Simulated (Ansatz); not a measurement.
A geometry of Ga2Cu away from equilibrium: step 14 of the relaxation of a randomly generated symmetric cell of Ga2Cu (space group No. 166). Method: PBE (plane waves to 420 eV, PAW, scalar-relativistic; Ansatz, a program for electronic structure). Γ-centred k-mesh 8×8×8 on the run's cell (coarser than for final values), Fermi–Dirac smearing 0.05 eV.

```
Ga2Cu
1.0
    4.44433     2.56594     2.14130
   -4.44433     2.56594     2.14130
    0.00000    -5.13187     2.14130
Cu Ga
3 6
Direct
  0.50000   0.50000   0.00000
  0.00000   0.50000   0.50000
  0.50000   0.00000   0.50000
  0.66547   0.66547   0.66547
  0.33453   0.33453   0.33453
  0.00000   0.00000   0.50000
  0.50000   0.00000   0.00000
  0.00000   0.50000   0.00000
  0.00000   0.00000   0.00000
```

### Question
What forces act on the atoms (eV/Å)?

### Answer
| atom | Fx | Fy | Fz |
|---|---|---|---|
| Cu1 | 0.00 | 0.00 | 0.00 |
| Cu2 | 0.00 | 0.00 | 0.00 |
| Cu3 | 0.00 | 0.00 | 0.00 |
| Ga4 | 0.00 | 0.00 | -0.03 |
| Ga5 | 0.00 | 0.00 | 0.03 |
| Ga6 | 0.00 | 0.00 | 0.00 |
| Ga7 | 0.00 | 0.00 | 0.00 |
| Ga8 | 0.00 | 0.00 | 0.00 |
| Ga9 | 0.00 | 0.00 | 0.00 |

### Question
What is the pressure?

### Answer
+8.8 GPa, compression positive.

No spin polarisation in the result.

The run could not lower the symmetry of its start; a shaken copy of this end point relaxes with PBE to P-1 (No. 2), 0.22 eV/atom lower.

The end of the path is a generated cell of Ga2Cu: the first start was made by a random draw of sites in a space group, and the end was not matched to a known phase here, so it may be hypothetical.
